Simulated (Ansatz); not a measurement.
Ga2AsP in space group R3m (No. 160; Ga on 3a, Ga on 3a, P on 3a, As on 3a), PBE (plane waves, PAW; program Ansatz), all energies at zero smearing, with the estimated change up to a 700 eV cutoff added, with one set of potentials and settings (totals compare only within such a set). Cell of 4 atoms (2 Ga, 1 P, 1 As): -13179.378 eV.

| element | reference phase | E (eV/atom) |
|---|---|---|
| Ga | Cmce, 4 atoms in the cell | -3783.0209 |
| P | Cmce, 4 atoms in the cell | -755.6743 |
| As | R-3m, 2 atoms in the cell | -4856.1377 |

Formation energy per atom, worked out: (-13179.378 − 2×(-3783.0209) − 1×(-755.6743) − 1×(-4856.1377))/4 = -0.381 eV/atom (-37 kJ per mol of atoms), at 0 K, without zero-point energy or fitted corrections.

The workflow started from a Materials Project entry (that database holds measured and hypothetical structures alike); the Crystallography Open Database copy checked does not list it. With P and As taken as one species the cell has the higher symmetry F-43m, so it may be an ordered model of a mixed-site phase. Whether it is the stable phase at ambient conditions was not checked. The PBE relaxation kept the symmetry of its start; its stability against distortions is not shown here. The references are the lowest solids computed at this level, not always the standard phases.

Potentials: the later of the program's two PAW sets.
